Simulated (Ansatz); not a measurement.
Relaxation of a relaxed WC cell, doubled along one cell vector, shaken by Gaussian noise of σ = 0.08 Å a coordinate; 8 atoms in the cell, which starts as P1 (No. 1), aP8; a = 2.888 Å, b = 5.199 Å, c = 5.776 Å, α = 90.00°, β = 90.00°, γ = 90.00°. Computed with PBEsol (plane waves to 420 eV, PAW, scalar-relativistic; Ansatz, a first-principles code). Γ-centred k-mesh 8×4×5 on the run's cell (coarser than for final values), Fermi–Dirac smearing 0.05 eV. This is the first round of the run. 

The optimiser's lines from the output (shortened; P is positive under compression):

```
relax step   1: F+E_penalty+E_count = -42010.26213104 eV  Δ(F+E_penalty+E_count) = +0.000e0 eV  max|allowed force component| = 5.744e0 eV/Å  Δτ_max = 0.0000 Å  P = +8.493 GPa  Ω = 86.721 Å³  (9 SCF iters, dr2 threshold 1.00e-7 eV, accepted)
relax step   2: F+E_penalty+E_count = -42010.54585020 eV  Δ(F+E_penalty+E_count) = -2.837e-1 eV  max|allowed force component| = 1.895e0 eV/Å  Δτ_max = 0.1976 Å  P = +16.277 GPa  Ω = 83.915 Å³  (7 SCF iters, dr2 threshold 8.00e-7 eV, accepted)
relax step   3: F+E_penalty+E_count = -42011.62858219 eV  Δ(F+E_penalty+E_count) = -1.083e0 eV  max|allowed force component| = 7.590e-1 eV/Å  Δτ_max = 0.2000 Å  P = -2.222 GPa  Ω = 87.438 Å³  (6 SCF iters, dr2 threshold 8.00e-7 eV, accepted)
relax step   4: F+E_penalty+E_count = -42011.82188352 eV  Δ(F+E_penalty+E_count) = -1.933e-1 eV  max|allowed force component| = 8.461e-1 eV/Å  Δτ_max = 0.0525 Å  P = +0.604 GPa  Ω = 86.584 Å³  (6 SCF iters, dr2 threshold 8.00e-7 eV, accepted)
relax step   5: F+E_penalty+E_count = -42011.36784898 eV  Δ(F+E_penalty+E_count) = +4.540e-1 eV  max|allowed force component| = 3.771e0 eV/Å  Δτ_max = 0.1952 Å  P = +9.397 GPa  Ω = 85.512 Å³  (6 SCF iters, dr2 threshold 8.00e-7 eV, rejected (line search))
relax step   6: F+E_penalty+E_count = -42012.06551430 eV  Δ(F+E_penalty+E_count) = -2.436e-1 eV  max|allowed force component| = 7.405e-1 eV/Å  Δτ_max = 0.0950 Å  P = +2.315 GPa  Ω = 85.948 Å³  (9 SCF iters, accepted)
relax step   7: F+E_penalty+E_count = -42012.22506753 eV  Δ(F+E_penalty+E_count) = -1.596e-1 eV  max|allowed force component| = 2.090e-1 eV/Å  Δτ_max = 0.0751 Å  P = +0.190 GPa  Ω = 86.426 Å³  (6 SCF iters, dr2 threshold 8.00e-7 eV, accepted)
relax step   8: F+E_penalty+E_count = -42011.49715160 eV  Δ(F+E_penalty+E_count) = +7.279e-1 eV  max|allowed force component| = 3.903e0 eV/Å  Δτ_max = 0.1333 Å  P = +11.204 GPa  Ω = 85.050 Å³  (6 SCF iters, dr2 threshold 8.00e-7 eV, rejected (line search))
relax step   9: F+E_penalty+E_count = -42012.27544836 eV  Δ(F+E_penalty+E_count) = -5.038e-2 eV  max|allowed force component| = 1.498e-1 eV/Å  Δτ_max = 0.0209 Å  P = -0.411 GPa  Ω = 86.299 Å³  (9 SCF iters, accepted)
relax step  10: F+E_penalty+E_count = -42012.28400604 eV  Δ(F+E_penalty+E_count) = -8.558e-3 eV  max|allowed force component| = 7.791e-2 eV/Å  Δτ_max = 0.0131 Å  P = +0.119 GPa  Ω = 86.198 Å³  (6 SCF iters, dr2 threshold 8.00e-7 eV, accepted)
relax step  11: F+E_penalty+E_count = -42012.28519596 eV  Δ(F+E_penalty+E_count) = -1.190e-3 eV  max|allowed force component| = 3.782e-2 eV/Å  Δτ_max = 0.0079 Å  P = +0.004 GPa  Ω = 86.249 Å³  (6 SCF iters, dr2 threshold 8.00e-7 eV, accepted)
relax step  12: F+E_penalty+E_count = -42012.28534737 eV  Δ(F+E_penalty+E_count) = -1.514e-4 eV  max|allowed force component| = 6.849e-3 eV/Å  Δτ_max = 0.0031 Å  P = -0.057 GPa  Ω = 86.255 Å³  (6 SCF iters, dr2 threshold 8.94e-8 eV, accepted)
relax step  13: F+E_penalty+E_count = -42012.28538111 eV  Δ(F+E_penalty+E_count) = -3.374e-5 eV  max|allowed force component| = 2.001e-3 eV/Å  Δτ_max = 0.0005 Å  P = +0.021 GPa  Ω = 86.239 Å³  (6 SCF iters, dr2 threshold 4.25e-8 eV, accepted)
relax step  14: F+E_penalty+E_count = -42012.28537602 eV  Δ(F+E_penalty+E_count) = +5.085e-6 eV  max|allowed force component| = 4.550e-4 eV/Å  Δτ_max = 0.0001 Å  P = +0.004 GPa  Ω = 86.244 Å³  (7 SCF iters, dr2 threshold 2.05e-9 eV, accepted)
relax step  15: F+E_penalty+E_count = -42012.29360884 eV  Δ(F+E_penalty+E_count) = -8.233e-3 eV  max|allowed force component| = 9.765e-4 eV/Å  Δτ_max = 0.0000 Å  P = +0.099 GPa  Ω = 86.244 Å³  stress off target by 3.80e-1 GPa  SCF on the basis re-selected at this cell (its energy is not comparable with the rows above)  (6 SCF iters)
relax step  16: F+E_penalty+E_count = -42012.29369289 eV  Δ(F+E_penalty+E_count) = -8.405e-5 eV  max|allowed force component| = 4.240e-3 eV/Å  Δτ_max = 0.0012 Å  P = +0.019 GPa  Ω = 86.268 Å³  (6 SCF iters, dr2 threshold 3.62e-7 eV, accepted)
relax step  17: F+E_penalty+E_count = -42012.29368891 eV  Δ(F+E_penalty+E_count) = +3.981e-6 eV  max|allowed force component| = 7.688e-4 eV/Å  Δτ_max = 0.0001 Å  P = +0.003 GPa  Ω = 86.273 Å³  (6 SCF iters, dr2 threshold 5.98e-9 eV, accepted)
relax step  18: F+E_penalty+E_count = -42012.29375209 eV  Δ(F+E_penalty+E_count) = -6.318e-5 eV  max|allowed force component| = 7.657e-4 eV/Å  Δτ_max = 0.0000 Å  P = +0.003 GPa  Ω = 86.273 Å³  stress off target by 1.24e-2 GPa  SCF on the basis re-selected at this cell (its energy is not comparable with the rows above)  (7 SCF iters)
```

From the first to the last row the energy changes by -0.25 eV/atom and the volume by -0.5 %. The last row is marked as not comparable with the walk above it, whose basis was carried along; it does compare with step 1, since both stand on a basis selected at the nominal cutoff for their own cell.

Steps 5, 8 were rejected by the optimiser.

Later rounds, restarted from the end of this one on a renewed k-mesh, logged 11 more steps and released under 0.01 eV/atom more. The final structure after all rounds: P2₁/m (No. 11), mP4; a = 3.007 Å, b = 2.702 Å, c = 5.348 Å, α = 90.00°, β = 96.50°, γ = 90.00°. Between re-selections the logged energies stand on a plane-wave basis carried along with the cell. No spin polarisation in the result.

The relaxed structure here is a generated cell of WC: the first start was made by placing the elements on the sites of a structure type, and the end was not matched to a known phase here, so it may be hypothetical. Known forms of WC include space group No. 187.
